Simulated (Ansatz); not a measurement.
Relaxation of a randomly generated symmetric cell of Be (space group No. 164); 2 atoms in the cell, which starts as P-3m1 (No. 164), hP2; a = 2.959 Å, b = 2.959 Å, c = 2.453 Å, α = 90.00°, β = 90.00°, γ = 120.00°. Calculation: r2SCAN (plane waves to 500 eV, PAW, scalar-relativistic; Ansatz, a program for electronic structure). Γ-centred k-mesh 13×13×13 on the run's cell (coarser than for final values), Fermi–Dirac smearing 0.05 eV. This is the first round of the run. 

The optimiser's lines from the output (shortened; P is positive under compression):

```
relax step   1: F+E_penalty+E_count = -184.59559264 eV  Δ(F+E_penalty+E_count) = +0.000e0 eV  max|allowed force component| = 4.349e0 eV/Å  Δτ_max = 0.0000 Å  P = +15.468 GPa  Ω = 18.599 Å³  (6 SCF iters, dr2 threshold 1.00e-7 eV, accepted)
relax step   2: F+E_penalty+E_count = -185.60410430 eV  Δ(F+E_penalty+E_count) = -1.009e0 eV  max|allowed force component| = 8.603e-1 eV/Å  Δτ_max = 0.1947 Å  P = +11.641 GPa  Ω = 17.446 Å³  (5 SCF iters, dr2 threshold 2.00e-7 eV, accepted)
relax step   3: F+E_penalty+E_count = -185.68380697 eV  Δ(F+E_penalty+E_count) = -7.970e-2 eV  max|allowed force component| = 8.722e-2 eV/Å  Δτ_max = 0.0330 Å  P = +4.260 GPa  Ω = 18.446 Å³  (5 SCF iters, dr2 threshold 2.00e-7 eV, accepted)
relax step   4: F+E_penalty+E_count = -185.69389728 eV  Δ(F+E_penalty+E_count) = -1.009e-2 eV  max|allowed force component| = 9.730e-2 eV/Å  Δτ_max = 0.0008 Å  P = -0.071 GPa  Ω = 19.257 Å³  (5 SCF iters, dr2 threshold 2.00e-7 eV, accepted)
relax step   5: F+E_penalty+E_count = -185.69630507 eV  Δ(F+E_penalty+E_count) = -2.408e-3 eV  max|allowed force component| = 4.857e-2 eV/Å  Δτ_max = 0.0023 Å  P = -0.015 GPa  Ω = 19.339 Å³  (3 SCF iters, dr2 threshold 2.00e-7 eV, accepted)
relax step   6: F+E_penalty+E_count = -185.71413058 eV  Δ(F+E_penalty+E_count) = -1.783e-2 eV  max|allowed force component| = 9.935e-2 eV/Å  Δτ_max = 0.0029 Å  P = +0.341 GPa  Ω = 19.500 Å³  (4 SCF iters, dr2 threshold 2.00e-7 eV, accepted)
relax step   7: F+E_penalty+E_count = -185.71689494 eV  Δ(F+E_penalty+E_count) = -2.764e-3 eV  max|allowed force component| = 2.038e-1 eV/Å  Δτ_max = 0.0073 Å  P = +1.505 GPa  Ω = 19.882 Å³  (5 SCF iters, dr2 threshold 2.00e-7 eV, accepted)
relax step   8: F+E_penalty+E_count = -185.72942336 eV  Δ(F+E_penalty+E_count) = -1.253e-2 eV  max|allowed force component| = 1.752e-2 eV/Å  Δτ_max = 0.0117 Å  P = -0.092 GPa  Ω = 19.884 Å³  (5 SCF iters, dr2 threshold 2.00e-7 eV, accepted)
relax step   9: F+E_penalty+E_count = -185.73021267 eV  Δ(F+E_penalty+E_count) = -7.893e-4 eV  max|allowed force component| = 6.742e-4 eV/Å  Δτ_max = 0.0010 Å  P = +0.001 GPa  Ω = 19.941 Å³  (3 SCF iters, dr2 threshold 2.00e-7 eV, accepted)
relax step  10: F+E_penalty+E_count = -185.73021323 eV  Δ(F+E_penalty+E_count) = -5.631e-7 eV  max|allowed force component| = 2.854e-5 eV/Å  Δτ_max = 0.0000 Å  P = +0.001 GPa  Ω = 19.939 Å³  (3 SCF iters, dr2 threshold 2.61e-9 eV, accepted)
relax step  11: F+E_penalty+E_count = -185.73022086 eV  Δ(F+E_penalty+E_count) = -7.627e-6 eV  max|allowed force component| = 2.821e-5 eV/Å  Δτ_max = 0.0000 Å  P = +0.003 GPa  Ω = 19.939 Å³  stress off target by 2.83e-3 GPa  SCF on the basis re-selected at this cell (its energy is not comparable with the rows above)  (4 SCF iters)
```

From the first to the last row the energy changes by -0.57 eV/atom and the volume by +7.2 %. The last row is marked as not comparable with the walk above it, whose basis was carried along; it does compare with step 1, since both stand on a basis selected at the nominal cutoff for their own cell.

Later rounds, restarted from the end of this one on a renewed k-mesh, logged 9 more steps and released under 0.01 eV/atom more. The final structure after all rounds: P6₃/mmc (No. 194), hP2; a = 3.1239 Å, b = 3.1239 Å, c = 2.3361 Å, α = 90.00°, β = 90.00°, γ = 120.00°. Between re-selections the logged energies stand on a plane-wave basis carried along with the cell. No spin polarisation in the result.

The run could not lose the symmetry of its start.
